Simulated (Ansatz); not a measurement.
Input:

TiAl2O5:
```
CELL_PARAMETERS angstrom
      1.81558    -4.72216     0.00000
      1.81558     4.72216     0.00000
      0.00000     0.00000     9.53096
ATOMIC_POSITIONS crystal
  Ti 0.12772 0.87228 0.06174
  Ti 0.87228 0.12772 0.56174
  Al 0.14213 0.85787 0.43159
  Al 0.85787 0.14213 0.93159
  Al 0.19022 0.80978 0.75405
  Al 0.80978 0.19022 0.25405
  O  0.05736 0.94264 0.61246
  O  0.94264 0.05736 0.11246
  O  0.04444 0.95556 0.88046
  O  0.95556 0.04444 0.38046
  O  0.24604 0.75396 0.25403
  O  0.75396 0.24604 0.75403
  O  0.31607 0.68393 0.57962
  O  0.68393 0.31607 0.07962
  O  0.30754 0.69246 0.92607
  O  0.69246 0.30754 0.42607
```

This is the PBEsol-relaxed structure. Cartesian axes are those of the cell as given.

Q: All from PBEsol in the plane-wave PAW code Ansatz, unless another level is named. Predict the band gap.

A: 3.31 eV (indirect).

Q: Next, the formation energy from the elements (no fitted shifts)?

A: -3.03 eV/atom.

Q: Next, the smallest direct gap on the standard path?

A: 3.40 eV.

Q: Predict the HSE06 gap on the PBEsol cell.

A: 5.04 eV.

Q: Next, the conduction-band minimum?

A: at Y (k = 0.500, 0.500, 0.000 in fractions of the reciprocal vectors).

Space group Cmc2_1. The first step of the workflow began from a Materials Project structure, measured or hypothetical; the Crystallography Open Database copy checked does not list it. Its standing as an ambient phase is unchecked. Symmetry was held in the PBEsol relaxation; whether a distortion lowers the energy is not shown. The run is not spin-polarised. The references are the lowest solids computed at this level, not always the standard phases (solids in place of the gases).

Potentials: the later of the program's two PAW sets.
